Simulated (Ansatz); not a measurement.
According to PBE (plane waves, PAW; program Ansatz), MoW in the rock salt structure (Fm-3m) relaxes to a = 5.240 Å. Mo has 6 nearest neighbours from 2.62 Å (octahedral); W has 6 nearest neighbours from 2.62 Å (octahedral). Against the elements it lies at 1.31 eV/atom, with no fitted shifts.

Electronic character: metallic (no gap). Gap from PBE with spin–orbit coupling: none (metallic).

The bulk modulus is 200 GPa.

The start of the workflow was typed in or built on a structure type; neither database checked (COD, Materials Project) lists it. Whether it is the stable phase at ambient conditions was not checked. The PBE relaxation kept the symmetry of its start; its stability against distortions is not shown here. The run is not spin-polarised. Its formation energy is positive at this level, so the cell may be metastable or incomplete. The references are the lowest solids computed at this level, not always the standard phases. Scalar-relativistic: spin–orbit coupling is off unless named, which matters more the heavier the elements.

Potentials: the later of the program's two PAW sets.
